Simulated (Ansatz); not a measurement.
The calculation used DFT PBE, scalar-relativistic, plane waves, PAW in Ansatz. All cells share a 420 eV cutoff and Γ-centred k meshes spaced at most about 0.3 Å⁻¹ (2π included). No spin polarisation in the final relaxations.

These are static total energies at zero pressure. All come from trial cells, and lower structures may exist.

Problem. Order these relaxed structures of CaPtCl6 by energy, lowest first, with the energy over the lowest of them.
A.

```xyz
8
Lattice="3.1872 1.8401 5.8277 -3.1872 1.8401 5.8277 0.0000 -3.6802 5.8277" Properties=species:S:1:pos:R:3 pbc="T T T"
Ca    0.0000    0.0000    8.7415
Pt    0.0000    0.0000    0.0000
Cl   -1.2681   -1.9637   10.3037
Cl    1.2681    1.9637    7.1794
Cl    2.3346   -0.1164   10.3037
Cl   -2.3346    0.1164    7.1794
Cl    1.0666   -2.0800    7.1794
Cl   -1.0666    2.0800   10.3037
```

B.

```xyz
8
Lattice="0.0000 5.0791 5.0791 5.0791 0.0000 5.0791 5.0791 5.0791 0.0000" Properties=species:S:1:pos:R:3 pbc="T T T"
Ca    5.0791    5.0791    5.0791
Pt    0.0000    0.0000    0.0000
Cl    2.3397    5.0791    5.0791
Cl    7.8184    5.0791    5.0791
Cl    5.0791    2.3397    5.0791
Cl    5.0791    7.8184    5.0791
Cl    5.0791    5.0791    2.3397
Cl    5.0791    5.0791    7.8184
```

Solution. A (0 meV/atom), B (128 meV/atom). Forms: A R-3; B Fm-3m. Counting Cl atoms around Ca and Pt (those within 1.25 times the shortest such distance or 1.15 times the sum of covalent radii): A has Ca 6, Pt 6; B has Ca 6, Pt 6.

These runs have no spin–orbit coupling, which can matter for Pt. Cells relaxed within their symmetry can be saddle points. The R-3 cell of CaPtCl6 came from shaking the Fm-3m one. Some candidate types were left out of the draw beforehand, so a known form may be missing.
